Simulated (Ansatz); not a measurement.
The relaxed structure here is a generated cell of Mo: the first start was made by placing the elements on the sites of a structure type, and the end was not matched to a known phase here, so it may be hypothetical. Known forms of Mo include space group No. 229.

A relaxed cell of Mo (Cmmm (No. 65)), relaxed on a k-mesh at least as fine as the one used below. The numbers are results of PBE (plane waves to 420 eV, PAW, scalar-relativistic; Ansatz, a program for electronic structure), not measurements. Γ-centred k-mesh 7×14×13 on the run's cell (coarser than for final values), Fermi–Dirac smearing 0.05 eV.

```
Mo
1.0
    2.64679    -5.06152     0.00000
    1.32339     2.53076     0.00000
    0.00000     0.00000     2.52023
Mo
2
Direct
  0.00000   0.00000   0.00000
  0.50000   0.00000   0.00000
```

The atoms are displaced along an unstable phonon of this cell by (Å):

```csv
atom,ux,uy,uz
Mo1,0.000,0.000,0.150
Mo2,0.000,0.000,-0.150
```

Task: What forces (eV/Å) and pressure result?

Result: 
```tsv
atom	Fx	Fy	Fz
Mo1	0.00	0.00	1.23
Mo2	0.00	0.00	-1.23
```

Pressure -0.9 GPa.

Task: Estimate the energy cost of the displacement in the harmonic approximation and compare with the calculation.

Result: For a harmonic well ΔE = −½ Σ F·u = -0.184 eV a cell, or -92 meV/atom. The calculated energy relative to the undisplaced cell is -0.09 eV/atom, so the harmonic estimate holds well.

The undisplaced cell is probably no minimum: from this displacement the run went on to I4/mmm (No. 139), 0.53 eV/atom below it.

No spin polarisation in the result.
